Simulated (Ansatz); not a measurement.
Suppose AlGa2Sb3 takes space group P4mm (No. 99), with Al on 1a; Ga on 2c; Sb on 1b, 1b and 1a.

Method: Ansatz, DFT PBE, scalar-relativistic, plane waves, PAW. Cutoff 420 eV, Γ-centred mesh, Gaussian smearing, no spin polarisation.

Formation energies are uncorrected and refer to the elements' standard structures at the same level.

Task: Predict the relaxed structure.

Result:

Space group P4mm (No. 99). a = 4.135 Å, b = 4.135 Å, c = 8.692 Å, α = 90.00°, β = 90.00°, γ = 90.00°
```csv
atom,site,symmetry,x,y,z
Al,1a,4mm,0.0000,0.0000,0.9359
Ga,2c,2mm.,0.5000,0.0000,0.2258
Sb,1b,4mm,0.5000,0.5000,0.9498
Sb,1b,4mm,0.5000,0.5000,0.5103
Sb,1a,4mm,0.0000,0.0000,0.6133
```

Al is surrounded by 5 Sb at 2.80–2.93 Å and 4 Ga at 3.26 Å; Ga is surrounded by 4 Ga at 2.92 Å, 4 Sb at 3.17–3.22 Å, 2 Al at 3.26 Å and 2 Sb at 3.95 Å; Sb on its first site has 4 Al at 2.93 Å and 4 Ga at 3.17 Å; Sb on its second site has 4 Sb at 3.06 Å and 4 Ga at 3.22 Å; 1 more site not described. Another local minimum with the same sites may exist.

Task: And its energy and gap?

Result: The formation energy is +0.09 eV/atom. The gap on the 10×10×6 mesh of the 6-atom cell is 0 eV (a metal). It can't be a ground state, since the elements alone are lower.

The last run used Gaussian smearing of 0.10 eV. These runs have no spin–orbit coupling, which can matter for Sb. A structure relaxed within its symmetry needn't be a true minimum.
